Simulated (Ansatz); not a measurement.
NbCuN$_{2}$:
```
NbCuN2
1.0
    1.56069     0.90106     5.76699
   -1.56069     0.90106     5.76699
    0.00000    -1.80213     5.76699
Nb Cu N
1 1 2
Cartesian
  0.00000   0.00000   8.65049
  0.00000   0.00000   0.00000
  0.00000   0.00000   1.82202
  0.00000   0.00000  15.47895
```

Relaxed with PBEsol.

**Question.** Give the optical modes at the zone centre with their infrared activity from DFPT, PBEsol in the plane-wave PAW code Ansatz.

**Answer.** Transverse frequencies, without the LO–TO term; a row sums one degenerate level.

```
ω (cm⁻¹)  degeneracy  IR ((D/Å)²/amu)     activity  symmetry
--------  ----------  ---------------  -----------  --------
66                 2            16.35           IR        Eu
175                2           197.07           IR        Eu
251                1             8.80           IR       A2u
486                2             0.00  IR-inactive        Eg
652                1            16.73           IR       A2u
775                1             0.00  IR-inactive       A1g
```

**Question.** How high does the top mode go among those that the LO–TO term moves?

**Answer.** 491 cm⁻¹ for q along x, 491 cm⁻¹ for q along y, 686 cm⁻¹ for q along z.

Space group R-3m. The start of the workflow was typed in or built on a structure type; neither database checked (COD, Materials Project) lists it. Whether it is the stable phase at ambient conditions was not checked. The PBEsol relaxation kept the symmetry of its start; its stability against distortions is not shown here. The workflow began spin-polarised and lost its moments.

Potentials: the later of the program's two PAW sets.
